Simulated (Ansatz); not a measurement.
# Notes on Nb3Sn

```
Sn Nb
1.0
     5.24518    0.00000    0.00000
     0.00000    5.24518    0.00000
     0.00000    0.00000    5.24518
Sn Nb
2 6
Direct
  0.00000 0.00000 0.00000
  0.50000 0.50000 0.50000
  0.25000 0.00000 0.50000
  0.50000 0.75000 0.00000
  0.75000 0.00000 0.50000
  0.50000 0.25000 0.00000
  0.00000 0.50000 0.75000
  0.00000 0.50000 0.25000
```

Level: r2SCAN, no spin polarisation; 500 eV; 5×5×5 Γ-centred mesh; tetrahedron occupations; Ansatz 0.2.0, fixed geometry.

Question: Is it stable against the elements?

Answer: -0.21 eV an atom against the elements' usual phases (free molecules for gases, crystals otherwise, with no correction for O₂ or N₂), so it is bound against them; other compounds may still compete. Relaxing would lower it.

Question: Are the atoms at rest?

Answer: The forces vanish by the symmetry of the sites.

Question: Is the cell too large or too small?

Answer: The pressure is 6.0 GPa (compression positive), so with the atoms held at these fractions the cell would first expand.

Question: Is there a gap?

Answer: It is a metal, with about 10 states/eV a cell as the mean within 0.25 eV of the Fermi level, mostly Nb d (84 %).

Question: What do density and ELF say about some of the short contacts?

Answer: Nb–Nb at 2.62 Å: least valence density 0.45 e/Å³ and ELF 0.30 there. Sn–Nb at 2.93 Å: least valence density 0.24 e/Å³ and ELF 0.21 there. Both are smooth PAW fields, read partly inside the augmentation spheres.

Origin: a database entry at a rescaled volume. Caveats: empty levels are not fully converged; many states at the Fermi level without spin polarisation, so a magnetic state may lie lower; forces and stress under tetrahedra may miss the slope of the energy.

Run time, from a saved density: 80 s on 1 thread of Intel(R) Xeon(R) 6975P-C (Granite Rapids), on a shared host, peak memory 0.87 GiB. The time holds forces, stress, Bader, DOS, bands, ELF.
